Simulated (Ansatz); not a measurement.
The calculation used Ansatz, DFT PBE, scalar-relativistic, plane waves, PAW. Settings: cutoff 420 eV, Γ-centred meshes spaced at most about 0.3 Å⁻¹, and about 0.25 Å⁻¹ or finer for metals (2π included), Gaussian smearing. No spin polarisation in the final relaxations.

These are static total energies at zero pressure.

Two relaxed structures of Si4P:

A.

Space group P6/mmm (No. 191). a = 4.373 Å, b = 4.373 Å, c = 6.845 Å, α = 90.00°, β = 90.00°, γ = 120.00°
```json
{"atom": "Si", "site": "2c", "symmetry": "-6m2", "x": "0.3333", "y": "0.6667", "z": "0.0000"}
{"atom": "Si", "site": "2e", "symmetry": "6mm", "x": "0.0000", "y": "0.0000", "z": "0.3330"}
{"atom": "P", "site": "1a", "symmetry": "6/mmm", "x": "0.0000", "y": "0.0000", "z": "0.0000"}
```

B.

Space group P-6m2 (No. 187). a = 3.673 Å, b = 3.673 Å, c = 9.861 Å, α = 90.00°, β = 90.00°, γ = 120.00°
| atom | site | symmetry | x | y | z |
| --- | --- | --- | --- | --- | --- |
| Si | 2h | 3m. | 0.3333 | 0.6667 | 0.7623 |
| Si | 1d | -6m2 | 0.3333 | 0.6667 | 0.5000 |
| Si | 1c | -6m2 | 0.3333 | 0.6667 | 0.0000 |
| P | 1f | -6m2 | 0.6667 | 0.3333 | 0.5000 |

**Question.** Which is lower in energy, and by how much?

**Answer.** B is lower, by 21 meV/atom. A has space group P6/mmm (No. 191), 22.7 Å³/atom and no gap on its mesh; B has space group P-6m2 (No. 187), 23.0 Å³/atom and no gap. Counting Si atoms around P (those within 1.25 times the shortest such distance or 1.15 times the sum of covalent radii, 1.27 where that leaves under three; a plus sign parts nearer from farther groups), A has P 2+6 and B has P 3. A holds Si–Si nets (shortest 2.29 Å); B holds Si–Si units of three or more atoms (shortest 2.34 Å). Even the lower one lies +1.13 eV/atom against the reference forms of the elements (uncorrected), so neither is stable at this level. In A, Si on a site of symmetry -6m2 is surrounded by 3 Si at 2.52 Å and 3 P at 2.52 Å; Si on a site of symmetry 6mm is surrounded by 1 P at 2.28 Å and 1 Si at 2.29 Å; around P lie 2 Si at 2.28 Å and 6 Si at 2.52 Å. In B, Si on a site of symmetry 3m is surrounded by 1 Si at 2.34 Å and 1 Si at 2.59 Å; Si on a site of symmetry -6m2 has 3 P at 2.12 Å and 2 Si at 2.59 Å; around P lie 3 Si at 2.12 Å; 1 more site not described. Both come from invented guesses. A third cell relaxed alike, in I4/mmm, lies 0.72 eV/atom below the lower of the two.

A magnetic state wasn't ruled out in cells without spin, among them P6/mmm, P-6m2. Cells relaxed within their symmetry can be saddle points; a later kick test found a lower structure for Si4P P-6m2.
